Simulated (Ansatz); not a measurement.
## Pt (Im-3m), two-dimensional strain map

Computed with Ansatz, DFT r2SCAN, scalar-relativistic, plane waves, PAW. The runs took a 500 eV cutoff, a Γ-centred 26×26×26 mesh and Gaussian smearing (0.15 eV). Spin–orbit coupling is left out, which can shift energies with elements as heavy as these. No spin polarisation. Energies are free energies at this smearing, counted from the undisturbed cell; pressure is positive in compression.

The undisturbed cell (relaxed at this level; with this scan's settings it stands at 0.2 GPa; this bcc form isn't the usual structure):

```
CELL_PARAMETERS angstrom
-1.56949 1.56949 1.56949
1.56949 -1.56949 1.56949
1.56949 1.56949 -1.56949
ATOMIC_POSITIONS crystal
Pt 0.00000 0.00000 0.00000
```

The cell is strained by p along both x and y and by q along z, fractional coordinates fixed. Points are written (p, q).

p was sampled at -0.030, -0.015, 0.000, 0.015, 0.030 and q at -0.030, -0.015, 0.000, 0.015, 0.030.

Question: Where on the computed points is the energy highest, and how high?

Answer: At (-0.030, -0.030): 117.7 meV/atom.

Question: Away from (0, 0), which computed point is lowest?

Answer: (0.015, -0.030): -6.2 meV/atom.

The map, in meV/atom:

```
 p \ q  -0.030  -0.015  0.000  0.015  0.030
-0.030   117.7    79.5   48.1   22.9    3.7
-0.015    49.7    27.9   11.7    0.8   -5.2
 0.000     9.6     2.5    0.0    1.9    7.9
 0.015    -6.2    -0.2    9.7   23.1   39.8
 0.030    -0.8    16.9   37.7   61.5   87.8
```